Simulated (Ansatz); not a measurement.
# SnH2: rattling a relaxed structure

The cell was found from a structure generator's guess, not taken from experiment.

Level of theory: Ansatz, DFT PBE, scalar-relativistic, plane waves, PAW. Plane waves to 420 eV, a k mesh through Γ of 10×10×10 on the computed 6-atom cell and Gaussian smearing (0.01 eV); no spin polarisation.

The cell below (6 atoms, space group I4_1/amd (No. 141)) is relaxed within its symmetry.

```
Sn H
1.0
    -2.48815    2.48815    3.44582
     2.48815   -2.48815    3.44582
     2.48815    2.48815   -3.44582
Sn H
2 4
Cartesian
  0.0000 2.4882 1.7229
  0.0000 0.0000 0.0000
  0.0000 0.0000 3.0650
  2.4882 0.0000 1.3420
  2.4882 0.0000 2.1038
  0.0000 0.0000 3.8267
```

For the test a repeat of it with 12 atoms (edges 4.92, 4.92, 7.04 Å) was strained at random (σ = 1.5 % a component), the atoms were moved at random (σ = 0.10 Å), and all was relaxed again on a coarse 4×4×4 mesh (in the run’s order of axes) with 0.20 eV smearing, with no symmetry imposed.

Question: What happens?

Answer: It returns, within 1 meV/atom of the unmoved cell on that mesh and with the same symmetry when read at 0.1 Å (P1 at 0.01 Å, so small strains and shifts remain). No instability shows in this cell; modes of other wave vectors, which need another repeat, aren't tested.
